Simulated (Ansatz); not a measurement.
IrW (L1₀ or tetragonal B2, space group No. 123) at seven volumes, PBE (plane waves, PAW; program Ansatz), shape and atoms relaxed at each. One row is withheld.

```
V (Å³/atom)  P (GPa)
-----------  -------
13.787         39.22
14.241         23.92
14.696         10.96
15.150          0.00
15.605             ?
16.059        -17.08
16.514        -23.65
```

**Question.** Fit the shown pressures and predict the withheld one.

**Answer.** Third-order Birch–Murnaghan: P = (3/2)B₀(x^(7/2) − x^(5/2))[1 + (3/4)(B′ − 4)(x − 1)] with x = (V₀/V)^(2/3). Least squares on the six rows gives V₀ = 15.151 Å³/atom, B₀ = 334.7 GPa, B′ = 4.59. At V = 15.605, x = 0.9805 and P = -9.24 GPa. The run itself gave -9.26 GPa.

Space group P4/mmm (L1₀ or tetragonal B2). The start of the workflow was typed in or built on a structure type; neither database checked (COD, Materials Project) lists it. COD files the formula under space group No. 51. Whether it is the stable phase at ambient conditions was not checked. Symmetry was held in the PBE relaxation; whether a distortion lowers the energy is not shown. The run is not spin-polarised. Scalar-relativistic: spin–orbit coupling is off unless named, which matters more the heavier the elements.

Potentials: the later of the program's two PAW sets.
